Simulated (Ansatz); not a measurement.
ZrO₂ (fluorite)

```
CELL_PARAMETERS angstrom
      0.00000     2.55794     2.55794
      2.55794     0.00000     2.55794
      2.55794     2.55794     0.00000
ATOMIC_POSITIONS crystal
  Zr 0.00000 0.00000 0.00000
  O  0.25000 0.25000 0.25000
  O  0.75000 0.75000 0.75000
```

This relaxed cell (volume V₀) is scaled evenly in all directions, its shape held. Symmetry pins the atoms to their sites.

Calculation: PBE (plane waves to 420 eV, PAW, scalar-relativistic; Ansatz, a quantum-chemistry and plane-wave program). k mesh 11×11×11 (Γ-centred), Fermi-Dirac smearing 0.05 eV. E stands for the smeared free energy. Compression counts positive. The PAW data are Ansatz's earlier set. This is a high-temperature form of ZrO2. ZrO2 is run without spin polarisation. ZrO2 was relaxed with its symmetry unable to fall. ΔE is measured from the relaxed starting cell.

```json
[
 {"V (Å³/atom)": "10.488", "ΔE (meV/atom)": "32.9"},
 {"V (Å³/atom)": "10.622", "ΔE (meV/atom)": "20.6"},
 {"V (Å³/atom)": "10.756", "ΔE (meV/atom)": "11.3"},
 {"V (Å³/atom)": "10.890", "ΔE (meV/atom)": "4.9"},
 {"V (Å³/atom)": "11.024", "ΔE (meV/atom)": "1.2"},
 {"V (Å³/atom)": "11.158", "ΔE (meV/atom)": "0.0"},
 {"V (Å³/atom)": "11.292", "ΔE (meV/atom)": "1.1"},
 {"V (Å³/atom)": "11.426", "ΔE (meV/atom)": "4.5"},
 {"V (Å³/atom)": "11.560", "ΔE (meV/atom)": "withheld"},
 {"V (Å³/atom)": "11.693", "ΔE (meV/atom)": "17.4"},
 {"V (Å³/atom)": "11.827", "ΔE (meV/atom)": "26.7"}
]
```

### Question
Fit a third-order Birch-Murnaghan form (E₀, V₀, B₀, B₀′ free) to the given rows and predict ΔE at V = 11.560.

### Answer
Least squares on the 10 given rows: ΔE = E₀ + (9V₀B₀/16)·y²·[2 + (B₀′ − 4)y], y = (V₀/V)^(2/3) − 1, with V₀ = 11.158 Å³/atom, B₀ = 236.0 GPa (160.2 GPa = 1 eV/Å³; the term in eV is multiplied by 1000), B₀′ = 4.11, E₀ = -0.03 meV/atom; root-mean-square residual 0.02 meV/atom. At 11.560 the fit gives 10.0 meV/atom; the calculation gives 10.0 meV/atom, the same to the digits shown. For the pressure the fit gives -7.8 GPa against the computed -7.7 GPa.

(A scan under strain: stresses follow from slopes of the energy per volume, elastic moduli from its curvatures.)
